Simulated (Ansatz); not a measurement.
Fields on a plane of CoSn (CoSn type, space group P6/mmm)

```xyz
6
Lattice="5.2416 0.0000 0.0000 -2.6208 4.5394 0.0000 0.0000 0.0000 4.1879" Properties=species:S:1:pos:R:3 pbc="T T T"
Co     2.6208     0.0000     0.0000
Co     1.3104     2.2697     0.0000
Co    -1.3104     2.2697     0.0000
Sn     0.0000     0.0000     0.0000
Sn     0.0000     3.0263     2.0940
Sn     2.6208     1.5131     2.0940
```

The slice is a (-1 2 -1 0) plane (indices of the conventional cell) through the point (0.667, 0.333, 0.500) (fractional), spanned by u = [001] and v = [210] in vectors of this cell: u (4.19 Å) and v (9.08 Å, at 90° to u). It covers one period; positions are fractions (u, v).

Atoms on it: Co at (0.50, 0.17); Sn at (0.50, 0.67); Sn at (0.00, 0.33); Sn at (0.00, 0.00).

The numbers are results of r2SCAN (plane waves to 500 eV, PAW, scalar-relativistic; Ansatz, a quantum-chemistry and plane-wave program), not measurements. k mesh 10×10×11. These are valence fields of a PAW run, semicore shells included where kept as valence: close to a nucleus they are smooth pseudo fields. CoSn is run without spin polarisation. CoSn was relaxed with its symmetry unable to fall.

```
|xx11557788666688775511|
|5555668877777777886655|
|5555778877777777887755|
|4444557788999988775544|
|1111447777777777774411|
|0011445555555555554411|
|0011445544xxxx44554411|
|0011446622xxxx22664411|
|0011445544xxxx44554411|
|0011445555555555554411|
|1111447777777777774411|
|4444557788999988775544|
|5555778877777777887755|
|5555668877777777886655|
|xx11557788666688775511|
|xxxx4477886666887744xx|
|xx11557766333366775511|
|4455666633444433666655|
|6677883355xxxx55338877|
|9999772299xxxx99227799|
|6677883355xxxx55338877|
|4455666633444433666655|
|xx11557766333366775511|
|xxxx4477886666887744xx|
```
Scale: ten equal steps from 0.03 (start of '0') to 0.47 (end of '9'), in the order '0123456789'. Values: electron localisation function (ELF). The map has 11 points along u (two characters each, u = 0 at the left) and 24 along v (v = 0 in the bottom row). Points within 0.5 Å of a nucleus are blanked (x), as the pseudised field means little there.

```
|7766443333333333334466|
|5544333333333333333344|
|3322222222333322222222|
|1111112222333322221111|
|0000112233333333221100|
|0000112244555544221100|
|0000113355777755331100|
|0000114466888866441100|
|0000113355777755331100|
|0000112244555544221100|
|0000112233333333221100|
|1111112222333322221111|
|3322222222333322222222|
|5544333333333333333344|
|7766443333333333334466|
|8877553333222233335577|
|7766443333333333334466|
|5544333344555544333344|
|3333333355888855333333|
|2222333366999966333322|
|3333333355888855333333|
|5544333344555544333344|
|7766443333333333334466|
|8877553333222233335577|
```
Scale: ten equal steps from -1.53 (start of '0') to 1.60 (end of '9'), in the order '0123456789'. Values: log₁₀ of the valence density in e/Å³. The map has 11 points along u (two characters each, u = 0 at the left) and 24 along v (v = 0 in the bottom row). The scale is logarithmic, as a density can span decades between atoms and voids.
